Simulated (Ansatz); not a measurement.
## YbBi (CsCl-type structure)

Method: PBE+U (U_eff = 6 eV on Yb 4f), scalar-relativistic; collinear spin; PAW, 420 eV, Γ-centred 8×8×8 mesh, 0.05 eV Gaussian smearing; code Ansatz; PAW files: Ansatz's generated set soft_2.

```cif
data_structure
_symmetry_space_group_name_H-M 'P 1'
_symmetry_Int_Tables_number 1
_cell_length_a 3.9783
_cell_length_b 3.9783
_cell_length_c 3.9783
_cell_angle_alpha 90.000
_cell_angle_beta 90.000
_cell_angle_gamma 90.000
_cell_volume 62.96
loop_
_atom_site_label
_atom_site_type_symbol
_atom_site_fract_x
_atom_site_fract_y
_atom_site_fract_z
_atom_site_occupancy
Yb1 Yb 0.00000 0.00000 0.00000 1
Bi1 Bi 0.50000 0.50000 0.50000 1
```

This is a trial structure: such lanthanide and actinide compounds mostly take the rock-salt structure.

Magnetic state: non-magnetic, site spin moments none.

The cell is relaxed to zero pressure at this level.

Path: Γ–X–M–Γ–R–X | R–M, with Γ = (0.000, 0.000, 0.000), X = (0.000, 0.500, 0.000), M = (0.500, 0.500, 0.000), R = (0.500, 0.500, 0.500) in reciprocal vectors of the calculation's cell.

Bands as a text map, energy in eV from the Fermi level (dashes), each leg drawn with the same width, + spin up, o spin down, # both:
```
  5.57 |    ##    #  # #   #  # #  # #        ## #   
  5.14 |########## ##   #   ######         # #       
  4.71 |         ###     # ##       #     # #     #  
  4.29 |   #   ## # #     #     #         ##         
  3.86 |      #  ### # # ##              #           
  3.43 |            #####      #       ###        ###
  3.00 |  #  #           ###     # ####     ######   
  2.57 |    #              #  #####  ##              
  2.14 | #            #     #     ##   ##     #     #
  1.71 |   #  #####  # # ## # #       ## ###   #   # 
  1.29 |# ####     ##      # #                       
  0.86 |###        #    ##  ##                  # #  
  0.43 |#####    ## #     ####                   #   
  0.00 |-----####----#-#----#-#-----------##------#--
 -0.43 | #       #    #     # #          #       # ##
 -0.86 |                   #   #        ##           
 -1.29 |  #       #             #      ##       #    
 -1.71 |           ##    ###   ####   ##       #     
 -2.14 |#############################################
 -2.57 |   #        #   ###     #### ##       #      
 -3.00 |             ### #         ####     #########
 -3.43 |    #       #   #              #             
 -3.86 |           #                    #            
 -4.29 |     #   ##                      #           
 -4.71 |      ###                         ##         
 -5.14 |                                             
 -5.57 |                                             
 -6.00 |                                             
        Γ      X      M      Γ      R      XR       M
```

**Question.** By these bands, is it a metal or an insulator, and if it has a gap, where are the band edges on this path?

**Answer.** A metal: bands cross the Fermi level.

The calculation's cell holds 39 valence electrons, an odd number. Without magnetic order each band takes two, so one stays part-filled and the crystal must be a metal. (Only strong correlation, outside this picture, could make a Mott insulator of it.)

Cost: 20 s on 2 threads of Arm Neoverse V1 (shared host), peak memory 0.54 GiB.

For elements this heavy, spin–orbit coupling would shift levels and gaps; it isn't included here. The run wasn't fully tested for a lower electronic state. The run holds 1.0 f electrons more on Yb than the trivalent ion has, so it is divalent here. In such compounds it is trivalent as a rule, so this state is likely an artefact, and the extra f charge swells the ion.
